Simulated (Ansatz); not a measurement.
CaF2:
```
CELL_PARAMETERS angstrom
      5.90341     0.00000     0.00000
      0.00000     3.56420     0.00000
      0.00000     0.00000     6.95220
ATOMIC_POSITIONS crystal
  Ca 0.25052 0.25000 0.89165
  Ca 0.74948 0.75000 0.10835
  Ca 0.24948 0.75000 0.39165
  Ca 0.75052 0.25000 0.60835
  F  0.48171 0.25000 0.16272
  F  0.51829 0.75000 0.83728
  F  0.01829 0.75000 0.66272
  F  0.98171 0.25000 0.33728
  F  0.64204 0.75000 0.42429
  F  0.35796 0.25000 0.57571
  F  0.85796 0.25000 0.92429
  F  0.14204 0.75000 0.07571
```

Relaxed with PBEsol. PBEsol (plane waves, PAW; program Ansatz) gives a gap of 7.71 eV.

Question: What gap does HSE06 give on the same cell (Ansatz, PAW)?

Answer: 10.09 eV, 2.38 eV more. The hybrid was solved on a coarser mesh and at special points; the gap given is the minimum over both.

| k | v1 PBEsol | c1 PBEsol | v1 HSE06 | c1 HSE06 |
|---|---|---|---|---|
| Γ | 0.00 | 7.71 | 0.00 | 10.09 |
| X | -0.12 | 8.56 | -0.13 | 11.12 |
| Z | -0.18 | 8.53 | ___ | ___ |
| U | -0.17 | 8.80 | ___ | ___ |
| Y | -0.25 | 8.84 | -0.26 | 11.47 |
| S | -0.29 | 9.13 | ___ | ___ |
| T | -0.25 | 8.81 | -0.26 | 11.42 |
| R | -0.26 | 9.14 | ___ | ___ |

Question: Top valence (v1) and lowest conduction level (c1) in eV from each method's valence maximum (which need not be a listed point): supply the withheld HSE06 values.

Answer: 
- U, v1 HSE06: -0.17
- U, c1 HSE06: 11.37
- S, v1 HSE06: -0.29
- S, c1 HSE06: 11.76
- Z, v1 HSE06: -0.18
- Z, c1 HSE06: 11.08
- R, v1 HSE06: -0.26
- R, c1 HSE06: 11.76

Cost on shared cores: the PBEsol run (SCF on a 5×8×4 mesh, then bands and DOS) around 3 core-minutes (rough), the HSE06 run (SCF on 3×5×3, then a few points) roughly 14 core-minutes; the tasks are unlike.

Space group Pnma. The workflow started from a Materials Project entry (that database holds measured and hypothetical structures alike); the Crystallography Open Database copy checked does not list it. It is not the phase usual at ambient conditions (space group No. 225). The PBEsol relaxation kept the symmetry of its start; its stability against distortions is not shown here.

Potentials: the earlier of the program's two PAW sets. The files were generated under PBE; for other functionals the program regenerates the frozen cores, and for LDA and PBEsol the local potential too.
